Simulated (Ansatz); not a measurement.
ZrTa (CsCl type, Pm-3m) at seven volumes, plane-wave PAW r²SCAN (Ansatz code), scaled uniformly. One row is withheld.

```tsv
V (Å³/atom)	P (GPa)
18.442	14.75
19.050	?
19.658	4.38
20.266	0.00
20.874	-3.81
21.482	-7.10
22.090	-9.96
```

Problem. Fit the shown pressures and predict the withheld one.

Solution. P = (3/2)B₀(x^(7/2) − x^(5/2))[1 + (3/4)(B′ − 4)(x − 1)] with x = (V₀/V)^(2/3). Least squares on the six rows gives V₀ = 20.269 Å³/atom, B₀ = 134 GPa, B′ = 3.30. At V = 19.050, x = 1.0422 and P = 9.20 GPa. The run itself gave 9.29 GPa.

The start of the workflow was typed in or built on a structure type; neither database checked (COD, Materials Project) lists it. Its standing as an ambient phase is unchecked. The r²SCAN relaxation kept the symmetry of its start; whether a distortion lowers the energy is not shown. No spin polarisation was allowed. Its formation energy is positive at this level, so the cell may be metastable or incomplete. Scalar-relativistic: spin–orbit coupling is off unless named, which matters more the heavier the elements.

Potentials: the earlier of the program's two PAW sets.
